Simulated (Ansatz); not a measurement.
Elastic constants of TiSiB₄: input and output

Method: DFT PBEsol, scalar-relativistic, plane waves, PAW (Ansatz).

Launched with:
```bash
ansatz run input.yaml --threads 1 --pin off --max-ram 1228MiB --backend cpu --events-out ev --progress --plain --runs-dir out
```

Input (bare energies are in eV):
```yaml
crystal:
  lattice:
    - [2.9846856171, 0.0, 0.0]
    - [-1.4923428085, 2.5848135667, 0.0]
    - [0.0, 0.0, 6.79292002]
  atoms:
    - { symbol: Ti, position: [0.0, 0.0, 0.0] }
    - { symbol: Si, position: [0.0, 0.0, 0.5] }
    - { symbol: B, position: [0.3333333333, 0.6666666667, 0.7596180743] }
    - { symbol: B, position: [0.3333333333, 0.6666666667, 0.2403819257] }
    - { symbol: B, position: [0.6666666667, 0.3333333333, 0.7596180743] }
    - { symbol: B, position: [0.6666666667, 0.3333333333, 0.2403819257] }
basis:
  ecutwfc: 420
kpoints:
  mp_grid: { grid: [15, 15, 6] }
hamiltonian:
  xc: pbesol
scf:
  occupations: { method: fermi_dirac, width: 0.15 }
output:
  forces: true
  stress: true
  eigenvalues: true
elastic:
  mode: relaxed_ion
  amplitude: 0.005
  stencil: two_point
```

From the output:
```
--- Elastic constants: 3 strain directions × 2 members + reference (group order 24) ---
  dense FFT box of the reference and of every strained cell: 24×24×48
  strains applied: 11, 33, 23; error gains: componentwise 1.00 (the most a stress slope's error grows in a printed constant), spectral 1.41 (1 for all six strains in a standard setting)
  C = ∂σ_k/∂η_j (tension-positive GPa; Voigt order 11 22 33 23 13 12):
       559.540     67.751     -9.603      0.000      0.000     -0.000
        67.751    559.540     -9.603     -0.000     -0.000     -0.000
        -9.621     -9.621    387.490     -0.000     -0.000      0.000
         0.000     -0.000      0.000    110.697      0.000     -0.000
        -0.000      0.000     -0.000      0.000    110.697      0.000
         0.000     -0.000     -0.000      0.000      0.000    245.895
  reference stress σ⁰ (GPa):     -0.000     -0.000      0.000     -0.000     -0.000      0.000
  C* (energy form; C + prestress term) asymmetry max|C*_kj − C*_jk| = 1.731e-2 GPa — a small one proves nothing (zero by symmetry where the batch's group is 432, −43m or m−3m); a large one is finite-difference/SCF noise where every solve ...
  moduli (Voigt/Reuss/Hill, GPa): K = 178.18/168.59/173.38   G = 190.66/163.38/177.02   E = 396.22   ν = 0.119
  mechanically stable: yes (min eigenvalue of sym C = 110.70 GPa)
  strain η (Voigt 11):  stress-route row diagonal C_11 = 559.54 GPa, energy-path curvature d²(F+E_count+ΔE)/dδ²/Ω₀ = 559.49 GPa
         δ    σ_11 (GPa) F (eV) n_scf n_hpsi n_pw
    -5.000e-3      -2.8419       -3707.7754386      11   98350   1044   relax 4 steps, max|allowed force component| 4.52e-7 eV/Å
     5.000e-3       2.7535       -3707.7754896      11   98315   1053   relax 3 steps, max|allowed force component| 5.86e-6 eV/Å
  strain η (Voigt 33):  stress-route row diagonal C_33 = 387.49 GPa, energy-path curvature d²(F+E_count+ΔE)/dδ²/Ω₀ = 387.56 GPa
         δ    σ_33 (GPa) F (eV) n_scf n_hpsi n_pw
    -5.000e-3      -1.9706       -3707.7761312      14   49082   1044   relax 3 steps, max|allowed force component| 3.04e-5 eV/Å
     5.000e-3       1.9043       -3707.7762041      11   41478   1053   relax 3 steps, max|allowed force component| 4.92e-6 eV/Å
  strain η (Voigt 23):  stress-route row diagonal C_44 = 110.70 GPa, energy-path curvature d²(F+E_count+ΔE)/dδ²/Ω₀ = 110.74 GPa
         δ    σ_23 (GPa) F (eV) n_scf n_hpsi n_pw
    -5.000e-3      -0.5535       -3707.7772965      11  141507   1048   relax 4 steps, max|allowed force component| 2.20e-5 eV/Å
     5.000e-3       0.5535       -3707.7772965      11  141429   1048   relax 4 steps, max|allowed force component| 2.01e-6 eV/Å
```

It took 13 min on 1 thread of Arm Neoverse N1 (shared host), peak memory 0.64 GiB.

The cell was built by swapping an element in a database structure (itself possibly hypothetical) and relaxing; it need not be the stable form of this composition. In a metal, frequencies and elastic constants depend on the k mesh and the smearing, soft modes and shear constants most.